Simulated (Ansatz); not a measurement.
Values for one crystal, relaxed and computed with r²SCAN in the plane-wave PAW code Ansatz; other levels are named.

| Item | Value |
|---|---|
| Volume per atom | 17.08 Å³ |
| Electronic character | metallic (no gap) |
| Formation energy from the elements (no fitted shifts) | -0.60 eV/atom |
| Density of states at the Fermi level | 0.34 states/eV per atom (mean over ±0.08 eV) |

**Question.** Pick the material that matches.
(A) HfGeMo, Pnma (Hf on 4c, Ge on 4c, Mo on 4c)
(B) YAlGe, Cmcm (Y on 4c, Al on 4a, Ge on 4c)
(C) V3Si2Mo3, R32 (V on 9d, Si on 6c, Mo on 9e)
(D) Si2Mo, Fddd (Si on 16f, Mo on 8a)

**Answer.** A, HfGeMo, Pnma (Hf on 4c, Ge on 4c, Mo on 4c)

The first step of the workflow began from a Materials Project structure, measured or hypothetical; the Crystallography Open Database copy checked does not list it. Whether it is the stable phase at ambient conditions was not checked. Symmetry was held in the r²SCAN relaxation; its stability against distortions is not shown here. No spin polarisation was allowed. The references are the lowest solids computed at this level, not always the standard phases. Scalar-relativistic: spin–orbit coupling is off unless named, which matters more the heavier the elements.

Potentials: the later of the program's two PAW sets.
